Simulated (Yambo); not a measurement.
Ca$_{2}$Ge (anti-fluorite, space group Fm-3m, No. 225), G0W0@PBEsol in Yambo; all else as in the reference (4×4×4 Γ-centred k mesh, bands 3 to 170 and a 8 Ry block in the screening, 170 bands in G with the Bruneval-Gonze terminator, plasmon pole fitted at 27.2 eV). One parameter is varied: the cutoff of the exchange sum, over 5, 10, 20, 40, 78 Ry.

Question: From which value on does the gap X → X stay within 0.05 eV of the largest setting?

Answer: From 10 Ry on.
| cutoff of the exchange sum (Ry) | G0W0 gap (eV) | valence shift (eV) |
|---|---|---|
| 5 | 1.27 | -0.28 |
| 10 | 1.31 | -0.57 |
| 20 | 1.34 | -0.74 |
| 40 | 1.35 | -0.79 |
| 78 | 1.34 | -0.79 |
The last step of the sweep still moves the gap by 3 meV; the other settings are held fixed.

The standard potential for Ge keeps a d shell in the valence without the s and p states of that shell. In tests on such compounds this moved G0W0 gaps by up to about 0.9 eV, so absolute quasiparticle energies here are unreliable; differences between settings are what counts.

Spin-orbit coupling is not included.

Geometry relaxed with PBEsol; primitive cell a = b = c = 5.0292 Å, α = β = γ = 60.00°.

The structure is a Materials Project entry; no match was found in the copy of COD used, and its stability was not checked.

A shift is the quasiparticle energy of the state minus its PBEsol energy.
